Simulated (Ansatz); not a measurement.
ScRhN2:
```
CELL_PARAMETERS angstrom
      1.63973     0.94670     5.84775
     -1.63973     0.94670     5.84775
      0.00000    -1.89339     5.84775
ATOMIC_POSITIONS crystal
  Sc 0.50000 0.50000 0.50000
  Rh 0.00000 0.00000 0.00000
  N  0.89544 0.89544 0.89544
  N  0.10456 0.10456 0.10456
```

Relaxed with PBE. Special points in fractions of this cell's reciprocal vectors: Γ (0.000, 0.000, 0.000); T (0.500, 0.500, 0.500); H2 (0.816, 0.184, 0.500); H0 (0.500, -0.184, 0.184); L (0.500, 0.000, 0.000); S0 (0.342, -0.342, 0.000); S2 (0.658, 0.000, 0.342); F (0.500, 0.000, 0.500).

Task: List the band energies nearest the Fermi level at these points for PBE in the plane-wave PAW code Ansatz.

Result: In eV from the Fermi level; about four levels below and three above (degenerate sets whole), none deeper than 8.9 eV; points with the same levels are listed once.

| k | below | above |
|---|---|---|
| Γ | -0.84 -0.84 -0.61 -0.61 | 3.35 3.35 3.76 |
| T | -3.09 -3.09 -1.83 -1.83 | 1.36 1.36 3.27 3.27 |
| H2 | -2.23 -1.61 -1.35 -0.21 | 0.36 1.55 3.41 |
| L | -2.84 -2.66 -2.40 -0.58 | 0.39 0.72 1.82 |
| S0 | -2.16 -1.57 -1.37 -0.27 | 0.42 1.56 3.38 |
| F | -1.72 -0.79 -0.58 -0.10 | 1.30 3.58 4.01 |

Space group R-3m. The start of the workflow was typed in or built on a structure type; neither database checked (COD, Materials Project) lists it. Whether it is the stable phase at ambient conditions was not checked. Symmetry was held in the PBE relaxation; whether a distortion lowers the energy is not shown. The workflow began spin-polarised and lost its moments. Spin–orbit coupling is left out wherever it is not named.

Potentials: the later of the program's two PAW sets.
